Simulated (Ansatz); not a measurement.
Level of theory: Ansatz, DFT PBE, scalar-relativistic, plane waves, PAW. Settings: cutoff 420 eV, Γ-centred meshes spaced at most about 0.3 Å⁻¹, and about 0.25 Å⁻¹ or finer for metals (2π included), Gaussian smearing. No spin polarisation in the final relaxations.

These are static total energies at zero pressure. Lower structures may exist.

Problem. Which of these relaxed structures of Cd₂S is the lowest in energy?
A.

Space group Cm (No. 8). a = 7.080 Å, b = 3.860 Å, c = 5.943 Å, α = 90.00°, β = 96.73°, γ = 90.00°
| atom | site | symmetry | x | y | z |
| --- | --- | --- | --- | --- | --- |
| Cd | 2a | m | 0.0151 | 0.5000 | 0.4637 |
| Cd | 2a | m | 0.4081 | 0.0000 | 0.0126 |
| S | 2a | m | 0.0767 | 0.0000 | 0.7737 |

B.

Space group P3m1 (No. 156). a = 3.961 Å, b = 3.961 Å, c = 5.807 Å, α = 90.00°, β = 90.00°, γ = 120.00°
```csv
atom,site,symmetry,x,y,z
Cd,1c,3m.,0.6667,0.3333,0.5771
Cd,1b,3m.,0.3333,0.6667,0.9338
S,1b,3m.,0.3333,0.6667,0.3663
```

C.

Space group I4/mmm (No. 139). a = 5.212 Å, b = 5.212 Å, c = 7.406 Å, α = 90.00°, β = 90.00°, γ = 90.00°
| atom | site | symmetry | x | y | z |
| --- | --- | --- | --- | --- | --- |
| Cd | 4e | 4mm | 0.5000 | 0.5000 | 0.1753 |
| S | 2a | 4/mmm | 0.0000 | 0.0000 | 0.0000 |

D.

Space group Pn-3m:1 (No. 224). a = 5.933 Å, b = 5.933 Å, c = 5.933 Å, α = 90.00°, β = 90.00°, γ = 90.00°
| atom | site | symmetry | x | y | z |
| --- | --- | --- | --- | --- | --- |
| Cd | 4b | .-3m | 0.2500 | 0.2500 | 0.2500 |
| S | 2a | -43m | 0.0000 | 0.0000 | 0.0000 |

Solution. A. It has space group Cm (No. 8); the next, B, with space group P3m1 (No. 156), lies 72 meV/atom higher. Counting S atoms around Cd (those within 1.25 times the shortest such distance or 1.15 times the sum of covalent radii; a slash parts the counts of unlike sites), the lowest has Cd 2/3 and the next has Cd 1/3.

Weakly bound directions are ill-defined at this level, which has no dispersion term (I4/mmm), and this can change margins and order among such cells. The P3m1 cell at 26.3 Å³/atom was relaxed from a Materials Project cell. Cells relaxed within their symmetry can be saddle points. The Cm cell of Cd2S came from shaking the I4/mmm one. Some structure types and database cells were kept out of the candidates from the start, so a known form may be missing.
